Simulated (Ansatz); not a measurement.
# TiPd₂

```
Ti Pd
1.0
    -1.63740    1.63740    4.38823
     1.63740   -1.63740    4.38823
     1.63740    1.63740   -4.38823
Ti Pd
1 2
Direct
  0.00000 0.00000 0.00000
  0.65687 0.65687 0.00000
  0.34314 0.34314 0.00000
```

Atom numbers follow the list: Ti1, Pd2, Pd3.

Structure from Materials Project entry mp-1018121 (possibly hypothetical), not relaxed further.

Spin polarisation is left out, and whether a magnetic state lies lower isn't shown here.

Levels of theory: DFT, PBEsol, all-electron LAPW, scalar-relativistic (Ansatz 0.2.0); DFT, PBEsol, PAW with Ansatz's default frozen-core files, scalar-relativistic (Ansatz 0.2.0).

For LAPW: a Γ-centred 17×17×17 k mesh, Fermi–Dirac smearing of 0.03 eV, basis error target 1 meV/atom, no spin polarisation. PAW takes a cutoff of 420 eV at this cell (files made with PBE, cores remade for this functional). The Ansatz runs share mesh, smearing and spin set-up. Values come from LAPW unless marked.

```
Pressure at this cell                             : -8.41 GPa
Density of states at the Fermi level (0.2 eV bin) : 2.43 states/eV per cell
Bader charges (from the PAW run)                  : Ti1 +1.44, Pd2 -0.72 e
Band gap                                          : none: bands cross the Fermi level, a metal
Volume per atom                                   : 15.69 Å³
```

Task: Löwdin charges (with 1.05 e of the cell spilling out of the atomic basis, so their sizes and signs hang on that basis): what does the calculation give?

Result: Ti1 -0.35, Pd2 0.70 e.

Task: Predict this quantity. Largest force.

Result: 0.085 eV/Å on Pd2.

Task: Give the computed value. Stress xx, yy, zz (compression positive).

Result: -8.13, -8.13, -8.97 GPa.
